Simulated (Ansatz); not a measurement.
# TaN: frozen-core PAW against all-electron methods

```
Ta N
1.0
     2.89829    0.00000    0.00000
    -1.44915    2.50999    0.00000
     0.00000    0.00000    2.84404
Ta N
1 1
Cartesian
  0.0000 1.6733 1.4220
  0.0000 0.0000 0.0000
```

Atom numbers follow the list: Ta1, N2.

The conventional cell has a = 2.898 Å, b = 2.898 Å, c = 2.844 Å, α = 90.00°, β = 90.00°, γ = 120.00°. Ta (atom 1) is surrounded by 6 N at 2.20 Å. Around N (atom 2) lie 6 Ta at 2.20 Å.

The geometry is COD entry 1538016, unchecked; take it as a test cell. The listed cell was then made from it by scaling, straining or moving an atom.

Spin–orbit coupling is left out, though it moves levels of the heavy atoms by tenths of an eV or more.

All numbers are computed: DFT, LDA, PAW with Ansatz's default frozen-core files, scalar-relativistic (Ansatz 0.2.0); DFT, LDA, all-electron PAW with datasets made for the crystal, scalar-relativistic (Ansatz 0.2.0); DFT, LDA, all-electron LAPW, scalar-relativistic (Ansatz 0.2.0).

For PAW: a Γ-centred 12×12×10 k mesh, Fermi–Dirac smearing of 0.02 eV, cutoff 420 eV, no spin polarisation; the PAW files were made with PBE, and the program remakes their frozen cores for this functional. The crystal-made all-electron datasets (AE datasets) take a cutoff of 480 eV at this cell. LAPW targets a basis error of 0.25 meV/atom. The Ansatz runs share mesh, smearing and spin set-up. Plane-wave (PAW) pressures include the program's estimate of the Pulay term.

Stress and pressure are positive in compression.

The change that made this cell: volume scaled by 0.96.

No spin–orbit coupling: at heavy atoms the gradients can be off by tens of per cent for that reason.

In a metal, gradients converge slowly with the k mesh: the values move by tens of per cent from one mesh to another, at times in sign, so only the comparison on one mesh counts.

```csv
quantity,PAW,AE datasets,LAPW
pressure (GPa),3.25,3.16,3.16
stress xx (GPa),3.18,3.12,3.11
stress zz (GPa),3.38,3.26,3.26
field gradient Vzz at Ta1 (10²¹ V/m²),4.48,5.27,–
```

PAW's pressure differs from the LAPW value by +0.09 GPa. Datasets made for the crystal and LAPW share parts of one code, so their agreement isn't an independent check.
